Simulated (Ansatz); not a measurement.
GaAs: input and result

Input of a DFT run with Ansatz (development build), a test cell that isn't relaxed; energies in eV and lengths in Å:

```yaml
crystal:
  lattice:
    - [0, 2.82665, 2.82665]
    - [2.82665, 0, 2.82665]
    - [2.82665, 2.82665, 0]
  atoms:
    - { symbol: Ga, position: [0, 0, 0] }
    - { symbol: As, position: [0.25, 0.25, 0.25] }
kpoints:
  mp_grid: { grid: [6, 6, 6] }
hamiltonian:
  xc: pbe
  pseudopotentials: { kind: paw, source: jth }
  dispersion: none
scf:
  occupations: { method: fixed }
dielectric: {}
```

Command: `ansatz run input.yaml --threads 11`

It ran on JTH PAW at 3600 eV.

Caveats: coarse k mesh.

Question: What clamped-ion dielectric tensor of the whole cell results?

Answer: 
```
13.64  0.00  0.00
 0.00 13.64  0.00
 0.00  0.00 13.64
```

Question: How long does it take on 1 NVIDIA GB300 GPU, shared host?

Answer: About 46 s of wall time, 4.5 GiB of host memory.
